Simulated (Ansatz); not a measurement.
A geometry of Pt away from equilibrium: step 4 of the relaxation of a relaxed Pt cell displaced along its unstable phonon at q = (½, 0, 0) of its primitive reciprocal cell (31i cm⁻¹), largest move 0.15 Å. Level of theory: PBE (plane waves to 420 eV, PAW, scalar-relativistic; Ansatz, a program for electronic structure). Γ-centred k-mesh 4×8×12 on the run's cell (coarser than for final values), Fermi–Dirac smearing 0.05 eV.

```
CELL_PARAMETERS angstrom
      9.01174     0.06549     0.00000
     -2.22457     3.85308     0.00000
      0.00000     0.00000     2.71977
ATOMIC_POSITIONS crystal
  Pt 0.00000 0.00000 0.00916
  Pt 0.50000 0.00000 0.99084
  Pt 0.16889 0.66889 0.62450
  Pt 0.66889 0.66889 0.37550
  Pt 0.33111 0.33111 0.37550
  Pt 0.83111 0.33111 0.62450
```

Question: Which atoms carry the largest force, and which way does it point?

Answer: 0.20 eV/Å, on Pt3, Pt4, Pt5, Pt6 (atoms numbered as listed); on Pt4 its components are (-0.02, -0.01, -0.20).

Question: What is the pressure?

Answer: +2.1 GPa, compression positive.

Question: How far above the relaxed end point is this geometry?

Answer: 0.11 eV/atom; the path ends in Fm-3m (No. 225) (fcc (Cu type)).

No spin polarisation in the result.

The run could not lose the symmetry of its start.

Of the parent cell (P6/mmm (No. 191)): it is a generated cell of Pt: the first start was made by placing the elements on the sites of a structure type, and the end was not matched to a known phase here, so it may be hypothetical. Known forms of Pt include space group No. 225.
